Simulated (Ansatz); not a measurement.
Input:

ZnS:
Space group P6₃/mmc (No. 194); a = b = 3.6244 Å, c = 5.9147 Å, α = β = 90.00°, γ = 120.00°

```json
[
 {"atom": "Zn", "site": "2a", "symmetry": "-3m.", "x": "0.0000", "y": "0.0000", "z": "0.0000"},
 {"atom": "S", "site": "2c", "symmetry": "-6m2", "x": "0.3333", "y": "0.6667", "z": "0.2500"}
]
```

This is the PBE-relaxed structure.

Problem. All from PBE (plane waves, PAW; program Ansatz), unless another level is named. Give the smallest direct gap on the standard path.

Solution. 1.52 eV.

Problem. What about the band gap?

Solution. 0.40 eV (indirect).

Problem. And the weight of the valence-edge state by species (Voronoi cells)?

Solution. S 84 %, Zn 16 %.

Space group P6_3/mmc (NiAs type). The start of the workflow was typed in or built on a structure type; neither database checked (COD, Materials Project) lists it. It is not the phase usual at ambient conditions (space group No. 186, 216). The cell was relaxed with PBE under the symmetry of its start; its stability against distortions is not shown here.

Potentials: the earlier of the program's two PAW sets.
